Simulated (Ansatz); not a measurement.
YTiGe in space group I4/mmm (No. 139; Ge on 4e, Ti on 4c, Y on 4e), plane-wave PAW PBE (Ansatz code), all energies at zero smearing, with the estimated change up to a 700 eV cutoff added, with one set of potentials and settings (totals compare only within such a set). Cell of 6 atoms (2 Ge, 2 Ti, 2 Y): -21290.722 eV.

| element | reference phase | E (eV/atom) |
|---|---|---|
| Ge | Fd-3m, 2 atoms in the cell | -4294.9847 |
| Ti | P6/mmm, 3 atoms in the cell | -2499.6739 |
| Y | P6_3/mmc, 2 atoms in the cell | -3848.6668 |

Formation energy per atom, worked out: (-21290.722 − 2×(-4294.9847) − 2×(-2499.6739) − 2×(-3848.6668))/6 = -0.679 eV/atom (-65 kJ per mol of atoms), at 0 K, without zero-point energy or fitted corrections.

The workflow started from an entry of the Crystallography Open Database (COD), which files this formula under 2 space groups. Whether it is the stable phase at ambient conditions was not checked. The cell was relaxed with PBE under the symmetry of its start; whether a distortion lowers the energy is not shown. The run is not spin-polarised. The references are the lowest solids computed at this level, not always the standard phases.

Potentials: the later of the program's two PAW sets.
